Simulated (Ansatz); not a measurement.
# Te on a La site in LaTe3, calculated

Computed with the plane-wave PAW code Ansatz (scalar-relativistic, PAW set soft_2): PBEsol, no spin polarisation, 420 eV cutoff, k-mesh 3×3×2 shifted by half a step.

The relaxed host crystal (no gap at this level of theory):

```yaml
crystal:
  lattice:
    - [2.18500, -13.15659, 0.00000]
    - [2.18500, 13.15659, 0.00000]
    - [0.00000, 0.00000, 4.36332]
  atoms:
    - { symbol: La, position: [0.16948, 0.83052, 0.75000] }
    - { symbol: La, position: [0.83052, 0.16948, 0.25000] }
    - { symbol: Te, position: [0.92861, 0.07139, 0.75000] }
    - { symbol: Te, position: [0.07139, 0.92861, 0.25000] }
    - { symbol: Te, position: [0.57153, 0.42847, 0.75000] }
    - { symbol: Te, position: [0.42847, 0.57153, 0.25000] }
    - { symbol: Te, position: [0.29567, 0.70433, 0.75000] }
    - { symbol: Te, position: [0.70433, 0.29567, 0.25000] }
```

Supercell of 32 atoms, rows of the matrix [[0,0,2],[-2,-2,0],[1,0,0]] times the cell vectors; Te on a La site at (0.169, 0.831, 0.750) in fractions of the cell above. Atoms are relaxed at the host's cell. The cell loses 1 of its 8 La, so this is a heavily doped crystal.

Distances from the Te atom (Å), by shell of the perfect crystal:

```
shell      perfect crystal    relaxed, charge 0
 4 Te                 3.22                 3.07
 5 Te  3.37 (3.32 to 3.38)  3.48 (2.95 to 3.62)
```

| charge | gap of the cell on the mesh (eV) |
| --- | --- |
| 0 | 0.00 |

Formation energy of the neutral defect: 5.38 eV, taking atoms from and to the elements' standard states (no corrections for gases), so it belongs to those chemical potentials alone.

Relaxed cell at charge 0:

```
LaTe3 Te_La charge 0
1.0
     0.0000    0.0000    8.7266
    -8.7400    0.0000    0.0000
     2.1850  -13.1566    0.0000
Te La
25 7
Direct
  0.3750 0.0905 0.3668
  0.3750 0.4635 0.8541
  0.8750 0.4650 0.8564
  0.3750 0.9641 0.8556
  0.8750 0.9637 0.8567
  0.1252 0.0368 0.1476
  0.6248 0.0368 0.1476
  0.1286 0.5346 0.1383
  0.6214 0.5346 0.1383
  0.3750 0.2866 0.1480
  0.8750 0.2812 0.1387
  0.3750 0.7875 0.1486
  0.8750 0.7880 0.1390
  0.1254 0.2135 0.8541
  0.6246 0.2135 0.8541
  0.1243 0.7144 0.8564
  0.6257 0.7144 0.8564
  0.3750 0.1479 0.5912
  0.8750 0.1476 0.5904
  0.3750 0.6479 0.5905
  0.8750 0.6446 0.5764
  0.1313 0.3466 0.4120
  0.6187 0.3466 0.4120
  0.1311 0.8591 0.4123
  0.6189 0.8591 0.4123
  0.8750 0.0838 0.3351
  0.3750 0.5835 0.3352
  0.8750 0.5810 0.3257
  0.1225 0.4183 0.6623
  0.6275 0.4183 0.6623
  0.1226 0.9134 0.6628
  0.6274 0.9134 0.6628
```

Caveats: small supercell, so energies and levels can be off by tenths of an eV; the atoms kept the symmetry of the start, so a distorted state could lie lower.
